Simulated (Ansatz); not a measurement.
Here is the system:

BeS:
```cif
data_BeS
_chemical_formula_sum 'S1 Be1'
_space_group_name_H-M_alt 'P 1'
_space_group_IT_number 1
_cell_length_a 3.27658
_cell_length_b 3.27658
_cell_length_c 3.27658
_cell_angle_alpha 60.000
_cell_angle_beta 60.000
_cell_angle_gamma 60.000
loop_
_space_group_symop_operation_xyz
  'x, y, z'
loop_
_atom_site_label
_atom_site_type_symbol
_atom_site_fract_x
_atom_site_fract_y
_atom_site_fract_z
_atom_site_occupancy
S1 S 0.00000 0.00000 0.00000 1
Be1 Be 0.50000 0.50000 0.50000 1
```

This is the r²SCAN-relaxed structure.

Problem. All from r²SCAN (plane waves, PAW; program Ansatz), unless another level is named. Predict the bulk modulus (Birch–Murnaghan fit).

Solution. 111 GPa.

Problem. Next, the elastic constants (relaxed ions, GPa)?

Solution. C11 = 174, C12 = 79.4, C44 = 124.

Space group Fm-3m (rock salt). The start of the workflow was typed in or built on a structure type; neither database checked (COD, Materials Project) lists it. COD files the formula under space group No. 216, so this cell is another polymorph or a model. Its standing as an ambient phase is unchecked. The r²SCAN relaxation kept the symmetry of its start; its stability against distortions is not shown here.

Potentials: the earlier of the program's two PAW sets.
